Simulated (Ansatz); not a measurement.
Ti3AlC (anti-perovskite, Pm-3m) under volume change, DFT-PBEsol in the program Ansatz with PAW potentials, scaled uniformly.

| V (Å³/atom) | E − E(relaxed) (meV/atom) | P (GPa) |
|---|---|---|
| 12.917 | ? | ? |
| 13.343 | 28.9 | 11.43 |
| 13.769 | 6.9 | 5.29 |
| 14.194 | 0.0 | 0.01 |
| 14.620 | 6.2 | -4.54 |
| 15.046 | ? | ? |
| 15.472 | 50.6 | -11.81 |

Question: What belongs in the gaps?

Answer: 
- 12.917, E − E(relaxed) (meV/atom): 68.5
- 12.917, P (GPa): 18.57
- 15.046, E − E(relaxed) (meV/atom): 23.6
- 15.046, P (GPa): -8.45

Question: What does a third-order Birch–Murnaghan fit give for V₀, B₀ and B′?

Answer: V₀ = 14.20 Å³/atom, B₀ = 163 GPa, B′ = 4.0.

The workflow started from a Materials Project entry (that database holds measured and hypothetical structures alike); the Crystallography Open Database copy checked does not list it. Its standing as an ambient phase is unchecked. The PBEsol relaxation kept the symmetry of its start; of distortions, only those at the zone centre were tested. No spin polarisation was allowed.

Potentials: the later of the program's two PAW sets.
